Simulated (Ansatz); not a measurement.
**Notes on Ba₂SbHO₆**

```yaml
crystal:
  lattice:
    - [0.00000, 4.00425, 4.00425]
    - [4.00425, 0.00000, 4.00425]
    - [4.00425, 4.00425, 0.00000]
  atoms:
    - { symbol: Sb, position: [0.00000, 0.00000, 0.00000] }
    - { symbol: Ba, position: [0.25000, 0.25000, 0.25000] }
    - { symbol: Ba, position: [0.75000, 0.75000, 0.75000] }
    - { symbol: O, position: [0.76500, 0.23500, 0.23500] }
    - { symbol: O, position: [0.23500, 0.76500, 0.23500] }
    - { symbol: O, position: [0.23500, 0.76500, 0.76500] }
    - { symbol: O, position: [0.76500, 0.23500, 0.76500] }
    - { symbol: O, position: [0.23500, 0.23500, 0.76500] }
    - { symbol: O, position: [0.76500, 0.76500, 0.23500] }
    - { symbol: H, position: [0.50000, 0.50000, 0.50000] }
```

Level: r2SCAN, no spin polarisation; 500 eV; 7×7×7 Γ-centred mesh; fermi-dirac occupations (width 0.1 eV); Ansatz 0.2.0, fixed geometry.

**Question.** Which atom feels the largest force, and which way?

**Answer.** The largest is on O9 (and as large on other atoms): 2.77 eV/Å, components (0.00, 0.00, -2.77). It makes 180° with the line to a nearest neighbour, Sb1 at 1.88 Å, pointing away from it.

**Question.** Is the cell too large or too small?

**Answer.** The pressure is 15.1 GPa (compression positive), so with the atoms held at these fractions the cell would first expand; the forces are large, so a full relaxation may end otherwise.

**Question.** Which element gives electrons and which takes them?

**Answer.** Bader charges in e: Ba +1.60, Sb +3.16, H +0.55, O -1.15. In the mean Sb gives up most and O takes most.

**Question.** Is it stable against the elements?

**Answer.** -1.34 eV an atom against the elements' usual phases (free molecules for gases, crystals otherwise, with no correction for O₂ or N₂), so it is bound against them; other compounds may still compete. Relaxing would lower it.

**Question.** Metal or insulator?

**Answer.** It is a metal, with about 9.3 states/eV a cell as the mean within 0.25 eV of the Fermi level, mostly O p (97 %).

Origin: a known structure type with other elements, at an estimated volume, so it need not be a known compound. Caveats: many states at the Fermi level without spin polarisation, so a magnetic state may lie lower; atoms or cell far from equilibrium.
